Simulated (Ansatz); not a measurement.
Sn (diamond)

```
Sn
1.0
    0.00000     3.28336     3.28336
    3.28336     0.00000     3.28336
    3.28336     3.28336     0.00000
Sn
2
Direct
  0.25000   0.25000   0.25000
  0.00000   0.00000   0.00000
```

In this cell atom 1 (Sn, nearest neighbour Sn at 2.843 Å; its periodic images, 4.6 Å or more away, move with it) is moved by s along Cartesian [111], unit vector (0.577, 0.577, 0.577); all other atoms and the cell stay fixed.

Computed with r2SCAN (plane waves to 500 eV, PAW, scalar-relativistic; Ansatz, a first-principles code). k mesh 10×10×10 (Γ-centred), Fermi-Dirac smearing 0.05 eV. The energy includes the smearing's −TS. Left out: 1 of 11 points, with atoms too close for the PAW data. With partly filled bands, energies and forces of such displacements shift with the k mesh and the smearing. Sn was relaxed with its symmetry unable to fall. ΔE is measured from the undisplaced structure. The last digit holds for this mesh only.

```tsv
s (Å)	ΔE (meV/cell)
-0.680	3321.6
-0.510	1575.8
-0.340	600.1
-0.170	129.6
0.000	0.0
0.170	94.0
0.340	323.2
0.510	604.4
0.680	867.9
0.850	withheld
```

Q: Fit a polynomial form (powers 2, 3, 4) to the given rows and predict ΔE at s = 0.850.

A: Least squares on the 9 given rows: ΔE = (3780)·s² + (-3861)·s³ + (1620)·s⁴, in meV/cell with s in Å; root-mean-square residual 15.36 meV/cell. At 0.850 the fit gives 1205.6 meV/cell; the calculation gives 1063.8 meV/cell, so the extrapolation is off by 141.8 (+13.3 %). The quadratic term alone would give 2731.0 meV/cell.

(For displaced atoms, the force is minus the slope of the energy, and its curvature is a force constant, which sets phonon frequencies.)
